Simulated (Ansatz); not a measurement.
Relaxed-ion elastic tensor of TiC in space group P6_3/mmc (No. 194; Ti on 2c, C on 2d) in GPa (Voigt order), plane-wave PAW r²SCAN (Ansatz code); density 4.12 g/cm³, 12.06 Å³ per atom.

|  | 1 | 2 | 3 | 4 | 5 | 6 |
|---|---|---|---|---|---|---|
| 1 | 271 | 208 | 96.6 | 0.0 | 0.0 | 0.0 |
| 2 | 208 | 271 | 96.6 | 0.0 | 0.0 | 0.0 |
| 3 | 96.6 | 96.6 | 523 | 0.0 | 0.0 | 0.0 |
| 4 | 0.0 | 0.0 | 0.0 | 155 | 0.0 | 0.0 |
| 5 | 0.0 | 0.0 | 0.0 | 0.0 | 155 | 0.0 |
| 6 | 0.0 | 0.0 | 0.0 | 0.0 | 0.0 | 31.3 |

Question: Is the crystal mechanically stable?

Answer: Yes: the smallest eigenvalue of C is 31.3 GPa.

Question: Work out the Voigt, Reuss and Hill averages.

Answer: K_V = 208, K_R = 204, K_H = 206; G_V = 113, G_R = 60.8, G_H = 86.8 GPa.

Question: Give Young's modulus, Poisson's ratio, Pugh's ratio and the universal anisotropy index.

Answer: E = 9KG/(3K + G) = 228 GPa; ν = 0.32; K/G = 2.37 (ductile by the Pugh limit of 1.75); A_U = 5G_V/G_R + K_V/K_R − 6 = 4.28.

Question: Estimate the sound speeds and the Debye temperature.

Answer: v_l = √((K + 4G/3)/ρ) = 8830 m/s, v_t = √(G/ρ) = 4590 m/s, mean 5130 m/s; Θ = (h/k)(3n/4πV)^(1/3) v_m = 667 K.

Question: Solve the Christoffel equation for the three sound speeds along x, y, z.

Answer: Eigenvalues of C_ijkl n_j n_l equal ρv². In km/s, slowest first: x 2.75, 6.14, 8.11; y 2.75, 6.14, 8.11; z 6.14, 6.14, 11.27.

Question: How much does each axis shrink under pressure?

Answer: Linear compressibilities β_i = Σ_j S_ij (j = 1 to 3): x 1.8, y 1.8, z 1.2 per TPa.

The start of the workflow was typed in or built on a structure type; neither database checked (COD, Materials Project) lists it. It is not the phase usual at ambient conditions (space group No. 225). The cell was relaxed with r²SCAN under the symmetry of its start; whether a distortion lowers the energy is not shown. The run is not spin-polarised. The volume moved by -16 % from the start of the relaxation. As this level gives no gap, shear constants depend on the k-mesh and smearing (Fermi–Dirac, 0.1 eV here).

Potentials: the earlier of the program's two PAW sets.
